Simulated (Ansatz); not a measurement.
Ge2Mo in space group I4/mcm (No. 140; Ge on 8h, Mo on 4a) at seven volumes, the program Ansatz at the PBE level (PAW), shape and atoms relaxed at each. One row is withheld.

```json
[
 {"V (Å³/atom)": "15.345", "P (GPa)": "17.18"},
 {"V (Å³/atom)": "15.851", "P (GPa)": "?"},
 {"V (Å³/atom)": "16.357", "P (GPa)": "4.80"},
 {"V (Å³/atom)": "16.863", "P (GPa)": "0.01"},
 {"V (Å³/atom)": "17.369", "P (GPa)": "-4.03"},
 {"V (Å³/atom)": "17.874", "P (GPa)": "-7.44"},
 {"V (Å³/atom)": "18.380", "P (GPa)": "-10.30"}
]
```

### Question
Fit the shown pressures and predict the withheld one.

### Answer
P = (3/2)B₀(x^(7/2) − x^(5/2))[1 + (3/4)(B′ − 4)(x − 1)] with x = (V₀/V)^(2/3). Least squares on the six rows gives V₀ = 16.864 Å³/atom, B₀ = 146 GPa, B′ = 4.64. At V = 15.851, x = 1.0422 and P = 10.45 GPa. The run itself gave 10.47 GPa.

The cell is a constructed one: a structure type filled with these elements; neither database checked (COD, Materials Project) lists it. COD files the formula under space group No. 62, so this cell is another polymorph or a model. Whether it is the stable phase at ambient conditions was not checked. The PBE relaxation kept the symmetry of its start; whether a distortion lowers the energy is not shown. The run is not spin-polarised.

Potentials: the later of the program's two PAW sets.
